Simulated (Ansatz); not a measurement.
The computed numbers are results of PBE, scalar-relativistic (no spin polarisation) in the plane-wave PAW code Ansatz at 420 eV, Γ-centred 12×12×12 mesh, 0.05 eV Gaussian smearing; PAW files: Ansatz's generated set soft_2.

The calculation on XB, where X is one element, gave:

```yaml
Space_group: Fm-3m (No. 225)
Conventional_cell: a = 4.904 Å, b = 4.904 Å, c = 4.904 Å, α = 90.00°, β = 90.00°, γ = 90.00°
Volume: 14.74 Å³/atom
Band_gap: zero (metallic)
Density_of_states_at_the_Fermi_level: 0.61 states/(eV·atom)
Bader_charges: X 1.56; B -1.56 e
Formation_energy_from_the_elements_0_K_uncorrected: -0.39 eV/atom
Bulk_modulus_Birch–Murnaghan: 161 GPa
Pressure_derivative_B0′: 3.9
```

Sites: X on 4b, B on 4a.

Q: Which element is X?
A. Nb
B. Zr
C. Y
D. Sr

A: B. X is Zr, so the compound is ZrB.

The compound is reported in the structure type of the start.

The cell is a metal with an odd number of electrons, and spin polarisation wasn't tried.
